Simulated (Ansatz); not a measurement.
PbO₂:
```
PbO2
1.0
    4.99785     0.00000     0.00000
    0.00000     4.99785     0.00000
    0.00000     0.00000     3.41096
Pb O
2 4
Cartesian
  0.00000   0.00000   0.00000
  2.49893   2.49893   1.70548
  1.53751   1.53751   0.00000
  3.46035   3.46035   0.00000
  0.96142   4.03643   1.70548
  4.03643   0.96142   1.70548
```

Relaxed with PBEsol. Special points in fractions of this cell's reciprocal vectors: Γ (0.000, 0.000, 0.000); X (0.000, 0.500, 0.000); M (0.500, 0.500, 0.000); Z (0.000, 0.000, 0.500); R (0.000, 0.500, 0.500); A (0.500, 0.500, 0.500).

Task: List the band energies nearest the Fermi level at these points for DFT-PBEsol in the program Ansatz with PAW potentials.

Result: In eV from the Fermi level; about four levels below and three above (degenerate sets whole), none deeper than 8.9 eV; points with the same levels are listed once.

```
k                    below                above
-  -----------------------  -------------------
Γ  -0.63 -0.63 -0.61 -0.61  0.07 4.15 5.73 5.73
X  -0.67 -0.67 -0.40 -0.40  2.34 2.34 6.33 6.33
M  -0.68 -0.68 -0.50 -0.50  2.75 2.75 6.62 6.62
Z  -1.13 -1.13 -0.80 -0.80  3.67 3.67 8.72 8.72
R  -0.79 -0.79 -0.23 -0.23  3.98 3.98 7.16 7.16
A  -0.69 -0.69 -0.54 -0.54  2.75 2.75 8.16 8.16
```

Space group P4_2/mnm (rutile). The PBEsol relaxation kept the symmetry of its start; of distortions, only those at the zone centre were tested. A small band overlap can be real or an error of a semilocal functional. Spin–orbit coupling is left out wherever it is not named.

Potentials: the later of the program's two PAW sets.
